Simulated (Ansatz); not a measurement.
Question: Each is relaxed and computed with PBEsol (plane waves, PAW; program Ansatz). Which is the only one with a gap?
A) W2C, P-3m1 (C on 1a, W on 2d)
B) P2W, Cmc2_1 (P on 4a, P on 4a, W on 4a)
C) WC, P-6m2 (W on 1a, C on 1f)
D) WO3, P4/ncc (W on 4c, O on 8f, O on 4c)

Answer: D, WO3, P4/ncc (W on 4c, O on 8f, O on 4c). WO3: gap 1.04 eV (indirect); P2W: metal; W2C: metal; WC: metal. Standing as an ambient phase not checked: WO3, P4/ncc (W on 4c, O on 8f, O on 4c); P2W, Cmc2_1 (P on 4a, P on 4a, W on 4a). All cells were relaxed under the symmetry of their starts (and spin orders); stability against distortions was not tested throughout. Rows with no word on spin ran without spin polarisation. Spin–orbit coupling is left out wherever it is not named.

Potentials: the later of the program's two PAW sets.
